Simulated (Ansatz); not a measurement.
## Strain response of Ag2PdO2

The calculation used Ansatz, DFT r2SCAN, scalar-relativistic, plane waves, PAW. (500 eV cutoff, 12×8×4 k-mesh, Gaussian smearing of 0.01 eV, no spin polarisation)

Reference structure (relaxed):

```
Ag Pd O
1.0
     3.01018    0.00000    0.00000
     0.00000    4.55419    0.00000
     0.00000    0.00000    9.93730
Ag Pd O
4 2 4
Direct
  0.50000 0.50000 0.85765
  0.00000 0.00000 0.64235
  0.00000 0.00000 0.35765
  0.50000 0.50000 0.14235
  0.00000 0.00000 0.00000
  0.50000 0.50000 0.50000
  0.50000 0.00000 0.86080
  0.00000 0.50000 0.63920
  0.00000 0.50000 0.36080
  0.50000 0.00000 0.13920
```

Deformation: biaxial strain in the a-b plane, with the length and tilt of c and the atoms relaxed, all within the symmetry that the strain leaves. Energies are extrapolated to zero smearing. Gaps are generalised Kohn–Sham gaps over the whole zone.

| strain (%) | ΔE (meV/atom) | a (Å) | b (Å) | c (Å) | gap (eV) |
| --- | --- | --- | --- | --- | --- |
| -3.0 | 15.2 | 2.920 | 4.418 | 10.374 | 0.13 |
| -1.5 | 3.7 | 2.965 | 4.486 | 10.135 | 0.22 |
| +0.0 | 0.0 | 3.010 | 4.554 | 9.937 | 0.26 |
| +1.5 | 3.5 | 3.055 | 4.622 | 9.761 | 0.27 |
| +3.0 | 13.7 | 3.100 | 4.691 | 9.601 | 0.23 |

Task: What stiffness (1/V) d²E/dε² at zero strain does a cubic fit over all points give?

Result: A cubic fit gives (1/V) d²E/dε² = 377 GPa at zero strain (twice the biaxial modulus).

Task: How does the free axis c answer a small strain?

Result: Between the innermost points its strain is -1.25 times the applied one.

Task: How fast does the gap move with strain on either side?

Result: 24 meV per percent on the compressed side and 5 meV per percent on the stretched side.

1 further run of this set didn't finish or converge.

Cost: 5 runs of about 14 core-minutes in all, on AMD EPYC 9R45 (Zen 5) (shared hosts).